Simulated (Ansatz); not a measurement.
Consider the following.

GaN:
```
GaN
1.0
    0.00000     2.10865     2.10865
    2.10865     0.00000     2.10865
    2.10865     2.10865     0.00000
Ga N
1 1
Direct
  0.00000   0.00000   0.00000
  0.50000   0.50000   0.50000
```

This is the r²SCAN-relaxed structure.

**Question.** All from r²SCAN (plane waves, PAW; program Ansatz), unless another level is named. Predict the hole effective mass with spin–orbit coupling.

**Answer.** 0.28, 1.1, 4.0 mₑ (principal values).

**Question.** And the valence-band maximum?

**Answer.** on the K–Γ line, 53 % of the way from K.

**Question.** What about the weight of the conduction-edge state by species (Voronoi cells)?

**Answer.** Ga 73 %, N 27 %.

Space group Fm-3m (rock salt). This is a known high-pressure phase of the composition, computed here at zero pressure and temperature. The r²SCAN relaxation kept the symmetry of its start; phonons on a q-mesh show no instability. Spin–orbit coupling is left out wherever it is not named.

Potentials: the earlier of the program's two PAW sets.

Edges and masses are those of Kohn–Sham bands, whose gap is no quasiparticle gap.
